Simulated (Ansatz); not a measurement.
Given:

Ag:
```
CELL_PARAMETERS angstrom
      2.78042     0.00000     0.00000
     -1.39021     2.40791     0.00000
      0.00000     0.00000     2.70480
ATOMIC_POSITIONS crystal
  Ag 0.00000 0.00000 0.00000
```

This is the PBEsol-relaxed structure. x, y and z are the axes in which the lattice vectors are written.

All from PBEsol in the plane-wave PAW code Ansatz, unless another level is named. Estimate the bulk modulus (Birch–Murnaghan fit).

99.9 GPa.

And the elastic constants (relaxed ions, GPa)?

C11 = 199, C12 = 96.6, C13 = 18.3, C33 = 236, C44 = -16.5.

Space group P6/mmm (simple hexagonal). The start of the workflow was typed in or built on a structure type; neither database checked (COD, Materials Project) lists it. It is not the phase usual at ambient conditions (space group No. 225). The PBEsol relaxation kept the symmetry of its start. At this level the phase is mechanically unstable. No spin polarisation was allowed. As this level gives no gap, shear constants depend on the k-mesh and smearing (Fermi–Dirac, 0.1 eV here).

Potentials: the earlier of the program's two PAW sets. The files were generated under PBE; for other functionals the program regenerates the frozen cores, and for LDA and PBEsol the local potential too.
